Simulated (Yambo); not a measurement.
RPA spectrum of AlP (zinc blende, space group F-43m, No. 216) on PBEsol bands in Yambo (16×16×16 mesh, 26 bands, 4 Ry local-field block, 0.2 eV broadening; field along x). CGrdSpXd merges neighbouring transition energies to save time; the report line [X-CG] gives the poles kept by one of the 4 MPI tasks, and where the merging fails may depend on that split.

```tsv
CGrdSpXd asked (%)	share reached (%)	poles used (one task)	static ε	largest change of Im ε (% of its maximum)	rough time
100	100	2984	7.84	0.0	1
70	69	2088	7.84	0.1	within a factor of two
30	29	888	7.84	0.6	about 1/2
15	1	42	8.07	18	about 1/5
5	1	42	8.07	18	about 1/6
```

All runs end normally. In the runs at 15 %, 5 % few poles are left or the spectrum changes by over a quarter of its peak, and no warning says so. Times are rough ratios from shared machines. The k mesh wasn't tested; the rows compare only with each other.

Geometry relaxed with PBEsol; primitive cell a = 3.868 Å, b = 3.868 Å, c = 3.868 Å, α = 60.00°, β = 60.00°, γ = 60.00°.
